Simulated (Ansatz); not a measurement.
One starting cell of Al₂Cu (a generated cell, Al2Cu built in the Al2Cu structure type) was relaxed twice with Ansatz (plane waves, PAW, scalar-relativistic): with PBEsol at 420 eV and with PBE at 420 eV. The PBEsol result:

Al$_{2}$Cu is modelled in the tetragonal space group I4/mcm (No. 140), Pearson symbol tI12. Conventional cell: a = b = 6.002 Å, c = 4.815 Å, α = β = γ = 90.00°. Al on 8h is coordinated by 4 Cu at 2.559 Å and 1 Al at 2.698 Å and 2 Al at 2.861 Å and 8 Al at 3.072–3.194 Å. Cu on 4a sees 2 Cu at 2.407 Å and 8 Al at 2.559 Å. (Neighbours: up to the widest gap in distance over summed covalent radii, below 1.35, at either atom.)
(The calculation used a cell of 6 atoms; values per cell refer to that cell.)

```
quantity                                           PBEsol     PBE
-------------------------------------------------  ------  ------
space group                                        I4/mcm  I4/mcm
volume (Å³/atom)                                    14.45       …
a (Å)                                               6.002       …
c (Å)                                               4.815       …
gap (eV, no spin-orbit coupling)                     0.00       …
pressure at 150 % of the level's own volume (GPa)   -17.2       …
pressure at 130 % of the level's own volume (GPa)   -15.7       …
```

Q: Fill in the PBE column.

A: 
- volume (Å³/atom), PBE: 14.91
- a (Å), PBE: 6.059
- c (Å), PBE: 4.874
- gap (eV, no spin-orbit coupling), PBE: 0.00
- pressure at 150 % of the level's own volume (GPa), PBE: -15.3
- pressure at 130 % of the level's own volume (GPa), PBE: -14.2

Both levels end in the same structure; PBE's volume is 3.2 % larger. Neither column is exact.

No spin polarisation in the result.

The run could not lose the symmetry of its start.

Ansatz is a quantum-chemistry and plane-wave program.
